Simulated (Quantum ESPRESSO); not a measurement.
# Kohn-Sham bands of GeTe (R3m)

```
GeTe
1.0
   -2.09450     3.62777     0.00000
   -4.18899     0.00000     0.00000
   -2.09450     1.20926     3.67903
Ge Te
1 1
Cartesian
  0.00000   0.00000   0.08576
  2.09450  -1.20926   1.52190
```

Structure: Materials Project mp-938, symmetrised, not relaxed again. COD (Crystallography Open Database) has the formula in 3 space groups, this one among them (matched by group alone). Level: PBEsol, no spin polarisation, no spin-orbit coupling; pw.x of Quantum ESPRESSO at 66 Ry with PseudoDojo potentials, 10×10×10 k-points, Wannier90. Density: 10×10×10 mesh, cold smearing 0.01 Ry. The cell is built of weakly bound layers, chains or molecules, whose nearest atoms lie 3.30 Å apart. Database cells relaxed without dispersion often hold them too far apart, which can enlarge gaps and weakens couplings between them; spacing and stacking were not compared with the measured crystal. Spin-orbit coupling is left out although heavy elements are present.

Question: List the Kohn-Sham levels between −8 and 3.5 eV relative to the valence-band maximum at the high-symmetry points, as a band run of pw.x on that density gives them (levels within 2 meV counted together).

Answer: 
```csv
point,k (reciprocal lattice),levels (eV)
Γ,0.000 0.000 0.000,"-4.91, -1.75, -1.57 (×2), 2.52, 3.25 (×2)"
T,0.000 0.000 0.500,"-1.35 (×2), -0.37, 1.01 (×2), 1.54"
H_2,-0.261 -0.523 0.239,"-4.62, -4.44, -0.68, 1.39"
H_0,-0.477 -0.739 -0.239,"-4.62, -4.44, -0.68, 1.39"
L,0.000 -0.500 0.000,"-1.89, -1.81, -0.22, 0.54, 0.81, 1.32"
S_0,-0.369 -0.739 -0.369,"-4.91, -2.97, -2.44, 3.16"
S_2,-0.369 -0.631 0.000,"-4.91, -2.97, -2.44, 3.16"
F,-0.500 -0.500 0.000,"-7.51, -4.99, -3.33, -3.31, 2.11"
```
